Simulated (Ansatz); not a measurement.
Cl in its lowest state found on the top face of a (001) slab of Ru (P6_3/mmc (No. 194)), 3 planes, outer planes Ru (top) and Ru (bottom); 1 a cell of 25.30 Å², its atoms last:

```yaml
crystal:
  lattice:
    - [5.40470, 0.00000, 0.00000]
    - [-2.70235, 4.68060, 0.00000]
    - [0.00000, 0.00000, 23.26597]
  atoms:
    - { symbol: Ru, position: [0.16667, 0.33333, 0.36534] }
    - { symbol: Ru, position: [0.16667, 0.83333, 0.36534] }
    - { symbol: Ru, position: [0.66667, 0.33333, 0.36534] }
    - { symbol: Ru, position: [0.66667, 0.83333, 0.36534] }
    - { symbol: Ru, position: [0.33461, 0.16731, 0.45383] }
    - { symbol: Ru, position: [0.33333, 0.66667, 0.45590] }
    - { symbol: Ru, position: [0.83269, 0.16731, 0.45383] }
    - { symbol: Ru, position: [0.83269, 0.66539, 0.45383] }
    - { symbol: Ru, position: [0.16407, 0.32815, 0.54251] }
    - { symbol: Ru, position: [0.16407, 0.83593, 0.54251] }
    - { symbol: Ru, position: [0.66667, 0.33333, 0.54153] }
    - { symbol: Ru, position: [0.67185, 0.83593, 0.54251] }
    - { symbol: Cl, position: [0.00000, 0.00000, 0.62791] }
```

Method: Ansatz 0.2.0, DFT r2SCAN, scalar-relativistic, plane waves, PAW. Cutoff 500 eV; k points 6×6×1 on the computed 13-atom cell (Γ-centred); Gaussian smearing, width 0.10 eV; no spin polarisation. The cell repeats along c with a dipole correction in the vacuum.

The clean top face has a work function of 4.97 eV. Adsorption changes the slab's dipole along +c by Δp = +0.0318 e·Å a cell (+0.15 D an adsorbate).

Problem. What change of work function does the Helmholtz equation give?

Solution. A sheet of dipoles makes a step in an electron's potential energy of −e·Δp/(ε0·A), and e/ε0 = 180.95 eV·Å for Δp in e·Å: −180.95 × (0.0318)/25.30 = -0.23 eV. This is the change of φ(top) − φ(bottom). If the bottom face is unmoved, φ(top) becomes 4.74 eV.

Problem. How does that compare with the calculation?

Solution. φ(top) changes by -0.13 eV and φ(bottom) by +0.09 eV, so their difference changes by -0.22 eV. The slab is thin enough for the adsorbate to shift the Fermi level against the bottom face too.

Problem. What does the sign say about the electrons?

Solution. The change of dipole points out of the surface, so the work function falls. Electrons move towards the slab, or their spill-out is pushed back. Δp also holds the adsorbate's own dipole and the moves of the surface atoms, so it isn't a charge transfer alone.

Spin polarisation was left out, and a magnetic state may lie lower.

Cost: 3 runs of about 21 core-minutes in all, on Intel Xeon Platinum 8375C (Ice Lake) (shared hosts).